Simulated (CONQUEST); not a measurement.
Input and output of a self-consistent single point for SrTiO3 (Pm-3m, 5 atoms in the cell; from Materials Project mp-5229) (CONQUEST).

Method: PBEsol, numerical atomic orbitals double-zeta with polarisation (the shipped basis), PseudoDojo norm-conserving potentials made for PBEsol run with CONQUEST 1.3.

```
SrTiO3
1.0
    3.91270     0.00000     0.00000
    0.00000     3.91270     0.00000
    0.00000     0.00000     3.91270
Sr Ti O
1 1 3
Cartesian
  0.00000   0.00000   0.00000
  1.95635   1.95635   1.95635
  1.95635   0.00000   1.95635
  0.00000   1.95635   1.95635
  1.95635   1.95635   0.00000
```

Reference input (self-consistent single point, DFT, PBE, numerical atomic orbitals double-zeta with polarisation (the shipped basis), PseudoDojo norm-conserving potentials made for PBE): basis = DZP; Diag.MPMeshX, Y, Z = 5 5 5; potentials = PseudoDojo norm-conserving PBE; Grid.GridCutoff = 140 Ha; DM.SolutionMethod = diagon; Diag.SmearingType = 1; Diag.kT = 0.001837 Ha; Diag.GammaCentred = true; Diag.MPOrder = 0; minE.SCTolerance = 1.0e-07; SC.MaxIters = 100; SC.LinearMixingFactor = 0.3. This run's input differs from it in these lines:

```diff
@@ -1,2 +1,2 @@
-# files in the folder: Sr.ion Ti.ion O.ion (PseudoDojo PBE potentials, DZP orbitals)
+# files in the folder: Sr.ion Ti.ion O.ion (PseudoDojo PBEsol potentials, DZP orbitals)
 # file: Conquest_input
```

Log, with long lists cut:

```
    new_SC_potl: Starting.  Tolerance:  0.10000E-06

    PulayMixSC: Starting Pulay mixing, A_up =  0.300 A_dn =  0.300
    PulayMixSC: Spin non-polarised calculation.
    PulayMixSC: with Kerker preconditioning, q0 =  0.100
          Harris-Foulkes Energy            :      -143.451353145371769 Ha
          (TS=0 as O(N) or entropic contribution is negligible)
          DFT Total Energy                 :      -142.865935746887260 Ha
          Total number of electrons        :        40.000000000000888
    PulayMixSC: Pulay iteration     1 residual:              0.88121E-02
   [... lines left out ...]
          (TS=0 as O(N) or entropic contribution is negligible)
          DFT Total Energy                 :      -143.276318088332971 Ha
          Total number of electrons        :        40.000010481868514
    PulayMixSC: Pulay iteration    12 residual:              0.14822E-06
          Harris-Foulkes Energy            :      -143.276318088358124 Ha
          (TS=0 as O(N) or entropic contribution is negligible)
          DFT Total Energy                 :      -143.276318088357868 Ha
          Total number of electrons        :        40.000010483942255
    PulayMixSC: Pulay iteration    13 residual:              0.15349E-07
    PulayMixSC: Reached SCF tolerance of  0.15349E-07 after     13 iterations
      | Number of electrons      =        40.000010
      |* band energy as 2Tr[K.H] =       -36.089129642019984 Ha
      |  screened ion-ion energy =      -107.308327120975846 Ha
      |  Ha correction           =        -0.376960999353475 Ha
      |  XC correction           =         0.498099906625378 Ha
      |* Harris-Foulkes energy   =      -143.276318088358124 Ha
      |* DFT total energy        =      -143.276318088357868 Ha
      |  estimated accuracy      =        -0.000000000000256 Ha

    force: Forces on atoms (Ha/A )
    force:  Atom   X              Y              Z
    force:     1  -0.0000000000  -0.0000000000   0.0000000000
   [... zero for the other atoms too ...]

    force: Maximum force :        0.00000000(Ha/A ) on atom         2 in z direction
    force: Force Residual:        0.00000000 Ha/A
    force: Total stress:          1.20840672     0.00000000     0.00000000 GPa
                             0.00000000     1.20840672     0.00000000
                             0.00000000     0.00000000     1.20840672
    force: Average pressure:     -1.20840672 GPa

    force: Finished force
    get_E_and_F: Change in energy during last step of electronic optimisation:  0.51017E-10
```

The run converged in 13 iterations. CONQUEST prints the stress tensor with tension positive. Against the reference run the pressure goes from 5.08 to -1.21 GPa.

The program uses no crystal symmetry, so grid and mesh can part values that symmetry would make equal. The atom-centred basis is finite, which shifts total energies and pressures against plane waves. The structure comes from a collection of computed structures, made at another level of theory; the collection holds predicted forms beside known ones.

Cost on one core: about 3.0 core-minutes (a rough figure).
